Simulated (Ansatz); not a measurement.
# Straining Ti₂AlC

Level of theory: DFT r2SCAN, scalar-relativistic, plane waves, PAW (Ansatz 0.2.0). Run with 500 eV cutoff, 12×12×4 k-mesh, Gaussian smearing of 0.10 eV, no spin polarisation.

Reference structure (relaxed):

```
CELL_PARAMETERS angstrom
3.05474 0.00000 0.00000
-1.52737 2.64548 0.00000
0.00000 0.00000 13.71823
ATOMIC_POSITIONS crystal
Ti 0.33333 0.66667 0.08346
Ti 0.66667 0.33333 0.58346
Ti 0.66667 0.33333 0.91654
Ti 0.33333 0.66667 0.41654
Al 0.33333 0.66667 0.75000
Al 0.66667 0.33333 0.25000
C 0.00000 0.00000 0.00000
C 0.00000 0.00000 0.50000
```

Deformation: biaxial strain in the a-b plane, with the length and tilt of c and the atoms relaxed, all within the symmetry that the strain leaves. Energies are extrapolated to zero smearing. Stress is positive in compression, on the Cartesian axes of the cell above.

| strain (%) | ΔE (meV/atom) | a (Å) | b (Å) | c (Å) | σxx (GPa) | σyy (GPa) | σzz (GPa) |
| --- | --- | --- | --- | --- | --- | --- | --- |
| -3.0 | 30.5 | 2.963 | 2.963 | 13.895 | 12.23 | 12.23 | 0.00 |
| -1.5 | ? | 3.009 | 3.009 | ? | ? | ? | ? |
| +0.0 | 0.0 | 3.055 | 3.055 | 13.718 | 0.03 | 0.03 | -0.01 |
| +1.5 | 6.7 | 3.101 | 3.101 | 13.633 | -5.11 | -5.11 | -0.01 |
| +3.0 | ? | 3.146 | 3.146 | ? | ? | ? | ? |

Task: Fill in the row at -1.5 %.

Result: ΔE 7.4 meV/atom; c 13.804 Å; σxx 5.82 GPa; σyy 5.82 GPa; σzz 0.01 GPa.

Task: Fill in the row at +3.0 %.

Result: ΔE 26.3 meV/atom; c 13.549 Å; σxx -9.67 GPa; σyy -9.67 GPa; σzz -0.01 GPa.